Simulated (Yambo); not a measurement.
Yambo run on Na₂PtH₄ (space group I4/mmm, No. 139). The wavefunctions are LDA (pw.x of Quantum ESPRESSO, ONCV potentials, no spin-orbit coupling) ones on a 4×4×4 mesh (20 occupied bands); a = 4.944 Å, b = 4.944 Å, c = 4.944 Å, α = 116.61°, β = 116.61°, γ = 95.97°.

Yambo input:

```
rim_cut
gw0
dyson
el_el_corr
HF_and_locXC
cohsex
em1s
RandQpts= 1000000
RandGvec= 1 Ry
EXXRLvcs= 88 Ry
VXCRLvcs= 352 Ry
Chimod= "HARTREE"
% BndsRnXs
 7 | 132 |
%
NGsBlkXs= 7 Ry
% LongDrXs
 1.0 | 1.0 | 1.0 |
%
ExtendOut
% QPkrange
 12 | 12 | 20 | 20 |
 13 | 13 | 20 | 21 |
%
```

k points by index: 12 = (0.25, -0.25, -0.5), 13 = Z.

Resulting energies as the program prints them:

```
#    K-point    Band    Eo [eV]    E [eV]    E-Eo [eV]    Vxc [eV]    Vnlxc [eV]    Sc|Eo [eV]    Re(Z)    Im(Z)
#
    12    20    0.000000    -2.803898    -2.803898    -17.37301    -21.20836    1.031450    1.000000    0.000000
    13    20    -0.027297    -2.820454    -2.793157    -17.23361    -20.93859    0.911822    1.000000    0.000000
    13    21    1.987803    1.730640    -0.257163    -8.458308    -4.936450    -3.779021    1.000000    0.000000
```
(The two width columns are left out.) Convergence of these settings isn't established.

Geometry of the Materials Project entry, not relaxed at this level.
